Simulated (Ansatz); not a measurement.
## PtSe₂

```
CELL_PARAMETERS angstrom
3.75161 0.00000 0.00000
-1.87580 3.24899 0.00000
0.00000 0.00000 6.50118
ATOMIC_POSITIONS crystal
Pt 0.00000 0.00000 0.00000
Se 0.33333 0.66667 0.20099
Se 0.66667 0.33333 0.79901
```

Atoms are numbered in the order listed.

The structure comes from a relaxation in the same program, started in the CdI2 type, and has space group P-3m1. Whether it is a known phase or the ground state wasn't checked.

No spin–orbit coupling, which matters for the heavy atoms here.

All numbers are computed: DFT, PBE, all-electron LAPW, scalar-relativistic (Ansatz 0.2.0); DFT, PBE, PAW with Ansatz's default frozen-core files, scalar-relativistic (Ansatz 0.2.0); DFT, PBE, all-electron PAW with datasets made for the crystal, scalar-relativistic (Ansatz 0.2.0).

For LAPW: a Γ-centred 12×12×7 k mesh, Fermi–Dirac smearing of 0.05 eV, basis error target 1 meV/atom, no spin polarisation. PAW takes a cutoff of 420 eV at this cell. The crystal-made all-electron datasets (AE datasets) take a cutoff of 380 eV at this cell. The Ansatz runs share mesh, smearing and spin set-up. Values come from LAPW unless marked.

No spin–orbit coupling: at heavy atoms the gradients can be off by tens of per cent for that reason.

| Item | Value |
| --- | --- |
| Volume per atom | 26.41 Å³ |
| Pressure at this cell | 0.0 kbar |

Give the computed value. Smallest direct gap on the path.

1.41 eV.

Band gap: what does the calculation give?

0.84 eV.

Field gradients Vzz (crystal-made datasets): what does the calculation give?

Pt1 7.48 (η = 0.00), Se2 -9.52 (η = 0.00) in 10²¹ V/m².

Löwdin charges (with 0.20 e of the cell spilling out of the atomic basis, so their sizes and signs hang on that basis): what does the calculation give?

Pt1 0.55, Se2 -0.18 e.

Give the computed value. Bader charges (from the PAW run).

Pt1 +0.12, Se2 -0.06 e.
